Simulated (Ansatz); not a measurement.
Total density of states per atom from r²SCAN (plane waves, PAW; program Ansatz), in 0.25 eV bins, energy from the Fermi level:

```
E (eV) | states/eV/atom
    -7.85 | ########### 0.24
    -7.60 | ############ 0.26
    -7.35 | ############ 0.28
    -7.10 | ############# 0.30
    -6.85 | ############## 0.31
    -6.60 | ############### 0.34
    -6.35 | ################ 0.37
    -6.10 | ################## 0.41
    -5.85 | ##################### 0.48
    -5.60 | ####################### 0.51
    -5.35 | ####################### 0.51
    -5.10 | #################### 0.45
    -4.85 | ###################### 0.50
    -4.60 | ###################### 0.49
    -4.35 | ############################## 0.67
    -4.10 | ####################### 0.51
    -3.85 | ## 0.04
    -3.60 |  0.00
    -3.35 |  0.00
    -3.10 |  0.00
    -2.85 |  0.00
    -2.60 | # 0.01
    -2.35 | ### 0.07
    -2.10 | ####### 0.15
    -1.85 | ########### 0.25
    -1.60 | ############### 0.34
    -1.35 | ################# 0.37
    -1.10 | ##################### 0.47
    -0.85 | ######################## 0.54
    -0.60 | ######################### 0.57
    -0.35 | ############################# 0.65
    -0.10 | ############################ 0.62
     0.15 | ####################### 0.50
     0.40 | ################### 0.43
     0.65 | ################## 0.39
     0.90 | #################### 0.46
     1.15 | ##################### 0.46
     1.40 | #################### 0.44
     1.65 | ###################### 0.49
     1.90 | ####################### 0.53
     2.15 | ####################### 0.51
     2.40 | ####################### 0.50
     2.65 | ####################### 0.51
     2.90 | ######################## 0.54
     3.15 | ######################### 0.56
     3.40 | ########################## 0.58
     3.65 | ########################### 0.60
```

**Question.** Pick the material that matches.
(A) La, dhcp (α-La type)
(B) K, dhcp (α-La type)
(C) Tl, dhcp (α-La type)
(D) NaTl2GaF6, Fm-3m (Na on 4b, Tl on 8c, Ga on 4a, F on 24e)

**Answer.** C, Tl, dhcp (α-La type). Within 0.5 eV of the Fermi level: Tl 6p 79 %, Tl 6s 18 %. Projections are on Löwdin-orthogonalised atomic valence shells; empty p or d shells of many metals are not among them.

Space group P6_3/mmc (dhcp (α-La type)). The first step of the workflow began from a Materials Project structure, measured or hypothetical. Its sites differ from those of the usual phase in this space group: another stacking or structure type. Symmetry was held in the r²SCAN relaxation; its stability against distortions is not shown here. Spin–orbit coupling is left out wherever it is not named.

Potentials: the later of the program's two PAW sets.
